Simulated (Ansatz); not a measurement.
Relaxed-ion elastic tensor of SiO₂ in space group P3_221 (No. 154; Si on 3a, O on 6c) in GPa (Voigt order), PBEsol in the plane-wave PAW code Ansatz; density 2.59 g/cm³, 12.82 Å³ per atom.

```
 76.0    4.8    8.5   17.7    0.0    0.0
  4.8   76.0    8.5  -17.7    0.0    0.0
  8.5    8.5   93.3    0.0    0.0    0.0
 17.7  -17.7    0.0   53.3    0.0    0.0
  0.0    0.0    0.0    0.0   53.3   17.7
  0.0    0.0    0.0    0.0   17.7   35.6
```

### Question
Is the crystal mechanically stable?

### Answer
Yes: the smallest eigenvalue of C is 24.7 GPa.

### Question
Work out the Voigt, Reuss and Hill averages.

### Answer
K_V = 32.1, K_R = 31.7, K_H = 31.9; G_V = 43.3, G_R = 36.2, G_H = 39.7 GPa.

### Question
Give Young's modulus, Poisson's ratio, Pugh's ratio and the universal anisotropy index.

### Answer
E = 9KG/(3K + G) = 84.2 GPa; ν = 0.06; K/G = 0.80 (brittle by the Pugh limit of 1.75); A_U = 5G_V/G_R + K_V/K_R − 6 = 1.00.

### Question
Estimate the sound speeds and the Debye temperature.

### Answer
v_l = √((K + 4G/3)/ρ) = 5720 m/s, v_t = √(G/ρ) = 3910 m/s, mean 4260 m/s; Θ = (h/k)(3n/4πV)^(1/3) v_m = 542 K.

### Question
How much does each axis shrink under pressure?

### Answer
Linear compressibilities β_i = Σ_j S_ij (j = 1 to 3): x 11, y 11, z 8.6 per TPa.

The PBEsol relaxation kept the symmetry of its start.

Potentials: the later of the program's two PAW sets.
